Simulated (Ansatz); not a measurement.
## Rb2LiNb2Te2O12: ⁹³Nb nuclear quadrupole resonance

Cell: a computed structure from the Materials Project (it need not be an observed phase), taken as it stands.

```yaml
crystal:
  lattice:
    - [7.45394, 0.00000, 0.00000]
    - [3.71354, 6.49660, 0.00000]
    - [3.63109, 2.22959, 6.18843]
  atoms:
    - { symbol: Rb, position: [0.32154, 0.87728, 0.41928] }
    - { symbol: Rb, position: [0.57373, 0.08429, 0.77231] }
    - { symbol: Li, position: [0.67938, 0.26827, 0.27420] }
    - { symbol: Nb, position: [0.04653, 0.49088, 0.47268] }
    - { symbol: Nb, position: [0.51239, 0.52121, 0.94781] }
    - { symbol: Te, position: [0.00162, 0.50294, 0.99346] }
    - { symbol: Te, position: [0.00154, 0.00235, 0.99016] }
    - { symbol: O, position: [0.93846, 0.81611, 0.91504] }
    - { symbol: O, position: [0.34649, 0.42208, 0.31444] }
    - { symbol: O, position: [0.32553, 0.82349, 0.92150] }
    - { symbol: O, position: [0.95297, 0.43521, 0.29645] }
    - { symbol: O, position: [0.95994, 0.81197, 0.30458] }
    - { symbol: O, position: [0.31206, 0.43860, 0.92574] }
    - { symbol: O, position: [0.05638, 0.18701, 0.08145] }
    - { symbol: O, position: [0.69682, 0.56403, 0.66950] }
    - { symbol: O, position: [0.68488, 0.18555, 0.06071] }
    - { symbol: O, position: [0.07050, 0.55740, 0.68929] }
    - { symbol: O, position: [0.06658, 0.18272, 0.67511] }
    - { symbol: O, position: [0.69373, 0.56108, 0.06201] }
```

Sites (sets of like atoms) are named by element and the number of their first atom in this list.

Method: Kohn–Sham DFT in Ansatz, PBE, plane waves and PAW, scalar-relativistic, 420 eV cutoff, Γ-centred 5×5×5 k-points, Fermi–Dirac smearing 0.05 eV.

⁹³Nb: I = 9/2, Q = -320.0 mb (year-2017 value). Static lattice, zero field.

Question: At which frequencies do the ⁹³Nb NQR lines lie?

Answer: For I = 9/2 and η = 0 the lines are |C_Q|/24 times 1, 2, 3 and 4; η shifts the lowest up most. At large η the states mix, and weaker lines appear at sums of the main ones; lines under 5 % of the strongest are left out.

```
site  atoms  V_zz (10²¹ V/m²)  C_Q (MHz)     η        line frequencies (MHz)
 Nb4      4             -3.42       26.4  0.65        2.17, 2.97, 3.02, 4.25
 Nb5      5             -3.78       29.3  0.92  2.86, 3.10, 4.20, 4.53, 5.96
```

The largest force is 0.6 eV/Å, so the atoms aren't at the calculated equilibrium and relaxing them would move these values. A computed database structure should lie near equilibrium, so this entry is doubtful. The run finds no gap above 0.1 eV (a metal, or nearly one), so the gradients can move by 10 % or more with the k-mesh. Without spin–orbit coupling (the program notes it for Nb) the gradients can shift somewhat, as the gap is small. Semilocal functionals can leave a metal where correlation in the d or f shell opens a gap in the real compound, and that would change the values at and beside Nb.
